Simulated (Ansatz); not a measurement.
Cs2YAgCl6:
Space group Fm-3m (No. 225); a = b = c = 10.573 Å, α = β = γ = 90.00°

```csv
atom,site,symmetry,x,y,z
Cs,8c,-43m,0.2500,0.2500,0.2500
Y,4b,m-3m,0.5000,0.5000,0.5000
Ag,4a,m-3m,0.0000,0.0000,0.0000
Cl,24e,4m.m,0.0000,0.0000,0.2535
```
(The calculation used a cell of 10 atoms; values per cell refer to that cell.)

Relaxed with PBEsol. The program Ansatz at the PBEsol level (PAW) gives a gap of 3.69 eV.

**Question.** What gap does HSE06 give on the same cell (Ansatz, PAW)?

**Answer.** 5.45 eV, 1.75 eV more. The hybrid was solved on a coarser mesh and at special points; its gap is the smallest among all of these.

```
k  v1 PBEsol  c1 PBEsol  v1 HSE06  c1 HSE06
-  ---------  ---------  --------  --------
Γ      -0.51       3.69     -0.56      5.45
X      -0.51       3.79         ?         ?
L       0.00       4.04         ?         ?
W      -0.19       4.15         ?         ?
K      -0.24       4.05         ?         ?
```

**Question.** Top valence (v1) and lowest conduction level (c1) in eV from each method's valence maximum (which need not be a listed point): supply the withheld HSE06 values.

**Answer.** 
- L, v1 HSE06: 0.00
- L, c1 HSE06: 5.68
- X, v1 HSE06: -0.56
- X, c1 HSE06: 5.56
- W, v1 HSE06: -0.20
- W, c1 HSE06: 5.87
- K, v1 HSE06: -0.26
- K, c1 HSE06: 5.74

Cost on shared cores: the PBEsol run (SCF on a 5×5×5 mesh, then bands and DOS) about 100 core-seconds (a rough figure), the HSE06 run (SCF on 3×3×3, then a few points) about 6 core-minutes (a rough figure); the tasks are unlike.

The workflow started from a Materials Project entry (that database holds measured and hypothetical structures alike); the Crystallography Open Database copy checked does not list it. Its standing as an ambient phase is unchecked. The PBEsol relaxation kept the symmetry of its start; its stability against distortions is not shown here. No spin polarisation was allowed. Scalar-relativistic: spin–orbit coupling is off unless named, which matters more the heavier the elements.

Potentials: the later of the program's two PAW sets.
